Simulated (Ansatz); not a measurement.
NaCl:
```yaml
crystal:
  lattice:
    - [0.00000, 2.80365, 2.80365]
    - [2.80365, 0.00000, 2.80365]
    - [2.80365, 2.80365, 0.00000]
  atoms:
    - { symbol: Na, position: [0.00000, 0.00000, 0.00000] }
    - { symbol: Cl, position: [0.50000, 0.50000, 0.50000] }
```

Relaxed with r²SCAN.

**Question.** Decompose the optical modes at the zone centre into irreducible representations, and say which are infrared and Raman allowed.

**Answer.** Point group m-3m: Γ_opt = T1u. Infrared: T1u. Raman: none.

**Question.** Assign frequencies (DFPT, plane-wave PAW r²SCAN (Ansatz code); without the LO–TO term).

**Answer.** T1u 174 cm⁻¹.

Space group Fm-3m (rock salt). The r²SCAN relaxation kept the symmetry of its start; of distortions, only those at the zone centre were tested.

Potentials: the earlier of the program's two PAW sets.
